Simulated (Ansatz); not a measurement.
Values for one crystal, relaxed and computed with DFT-PBEsol in the program Ansatz with PAW potentials; other levels are named.

| Item | Result |
|---|---|
| Volume per atom | 16.89 Å³ |
| Electronic character | metallic (no gap) |
| Formation energy from the elements (no fitted shifts) | 0.24 eV/atom |
| Zone-centre stability | unstable, softest mode 41i cm⁻¹ |
| Bulk modulus (Birch–Murnaghan fit) | 164 GPa |
| Pressure derivative B′ | 4.9 |
| Density of states at the Fermi level | 0.57 states/eV per atom (mean over ±0.08 eV) |

Which of these materials gives this?
A. NbAg, Pmma (Ag on 2e, Nb on 2f)
B. ZnAg, P-6m2 (Zn on 1a, Ag on 1d)
C. NbRu, L1₀ or tetragonal B2
D. ZnAg, CsCl type

A, NbAg, Pmma (Ag on 2e, Nb on 2f)

The start of the workflow was typed in or built on a structure type; neither database checked (COD, Materials Project) lists it. Whether it is the stable phase at ambient conditions was not checked. The cell was relaxed with PBEsol under the symmetry of its start; phonons show weakly imaginary modes. The run is not spin-polarised. Its formation energy is positive at this level, so the cell may be metastable or incomplete. As this level gives no gap, phonon frequencies hold no LO–TO term and depend on the k-mesh and smearing (Fermi–Dirac, 0.1 eV here). The references are the lowest solids computed at this level, not always the standard phases. Spin–orbit coupling is left out wherever it is not named.

Potentials: the later of the program's two PAW sets.
